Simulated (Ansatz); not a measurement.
The start is a randomly generated symmetric cell of NiS (space group No. 123). A full variable-cell relaxation at zero pressure is run with PBEsol (plane waves to 420 eV, PAW, scalar-relativistic; Ansatz, an electronic-structure program). The first steps use a coarse 6×6×12 k-mesh.

The start:
```
NiS
1.0
    3.99506     0.00000     0.00000
    0.00000     3.99506     0.00000
    0.00000     0.00000     1.92459
Ni S
1 1
Direct
  0.50000   0.50000   0.00000
  0.00000   0.00000   0.00000
```
Spin-polarised start, with parallel moments on Ni.

```yaml
outcome: The space group stays P4/mmm (No. 123) (the run could not lower it), with 2 atoms in the primitive cell
volume_change: -15.3 %, from 15.36 to 13.00 Å³/atom
Shortest distances (start → end): "The closest pairs of elements (up to four, under 3.6 Å), start → end: Ni–Ni 1.92 → 2.56 Å; S–S 1.92 → 2.56 Å; Ni–S 2.82 → 2.25 Å"
moments_at_the_end: zero (the starting moments vanished)
optimiser_moves: 18
```

The end point of the relaxation:

Space group P4/mmm (No. 123); a = b = 3.1854 Å, c = 2.5630 Å, α = β = γ = 90.00°

```tsv
atom	site	symmetry	x	y	z
Ni	1c	4/mmm	0.5000	0.5000	0.0000
S	1a	4/mmm	0.0000	0.0000	0.0000
```

Final values are on a 15×15×18 k-mesh of the relaxed cell. No spin polarisation in the result: the starting moments vanished. A magnetic state may lie lower.

The run could not lose the symmetry of its start, so the end can be a saddle point.

All atoms sit on sites fixed by symmetry, so only the cell could relax.

The relaxed structure here is a generated cell of NiS: the first start was made by a random draw of sites in a space group, and the end was not matched to a known phase here, so it may be hypothetical. Known forms of NiS include space group No. 160.
